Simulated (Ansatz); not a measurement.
B2O3:
```cif
data_B6O9
_chemical_formula_sum 'B6 O9'
_space_group_name_H-M_alt 'P3121'
_space_group_IT_number 152
_space_group_name_Hall 'P 31 2"'
_cell_length_a 4.34806
_cell_length_b 4.34806
_cell_length_c 8.36914
_cell_angle_alpha 90.000
_cell_angle_beta 90.000
_cell_angle_gamma 120.000
loop_
_atom_site_label
_atom_site_type_symbol
_atom_site_symmetry_multiplicity
_atom_site_Wyckoff_symbol
_atom_site_fract_x
_atom_site_fract_y
_atom_site_fract_z
_atom_site_occupancy
B1 B 6 c 0.39850 0.16623 0.10812 1
O1 O 6 c 0.14690 0.54905 0.46028 1
O2 O 3 a 0.15920 0.15920 0.00000 1
```

Relaxed with PBEsol.

Problem. Give the optical modes at the zone centre with their infrared activity from DFPT, PBEsol in the plane-wave PAW code Ansatz.

Solution. Transverse frequencies, without the LO–TO term; a row sums one degenerate level.

| ω (cm⁻¹) | degeneracy | IR ((D/Å)²/amu) | activity |
|---|---|---|---|
| 111 | 2 | 1.02 | IR |
| 114 | 1 | 0.50 | IR |
| 185 | 1 | 0.00 | IR-inactive |
| 209 | 2 | 0.00 | IR-inactive |
| 259 | 2 | 0.02 | IR |
| 296 | 2 | 0.62 | IR |
| 301 | 1 | 0.00 | IR-inactive |
| 315 | 1 | 0.00 | IR-inactive |
| 322 | 1 | 0.00 | IR-inactive |
| 520 | 2 | 0.33 | IR |
| 559 | 1 | 16.82 | IR |
| 584 | 1 | 0.00 | IR-inactive |
| 584 | 2 | 7.34 | IR |
| 609 | 2 | 18.33 | IR |
| 669 | 1 | 1.21 | IR |
| 672 | 2 | 16.17 | IR |
| 697 | 1 | 0.00 | IR-inactive |
| 712 | 2 | 1.03 | IR |
| 993 | 2 | 0.79 | IR |
| 1154 | 1 | 5.51 | IR |
| 1241 | 2 | 176.32 | IR |
| 1248 | 1 | 0.00 | IR-inactive |
| 1259 | 1 | 0.49 | IR |
| 1268 | 1 | 0.00 | IR-inactive |
| 1278 | 2 | 9.27 | IR |
| 1282 | 1 | 95.66 | IR |
| 1368 | 2 | 3.77 | IR |
| 1455 | 2 | 41.92 | IR |

Problem. How high does the top mode go among those that the LO–TO term moves?

Solution. 1559 cm⁻¹ for q along x, 1559 cm⁻¹ for q along y, 1490 cm⁻¹ for q along z.

Space group P3_121. The first step of the workflow began from a Materials Project structure, measured or hypothetical; the Crystallography Open Database files this formula in space group No. 152, but the cells were not matched. Whether it is the stable phase at ambient conditions was not checked. Symmetry was held in the PBEsol relaxation; phonons on a q-mesh show no instability.

Potentials: the earlier of the program's two PAW sets.
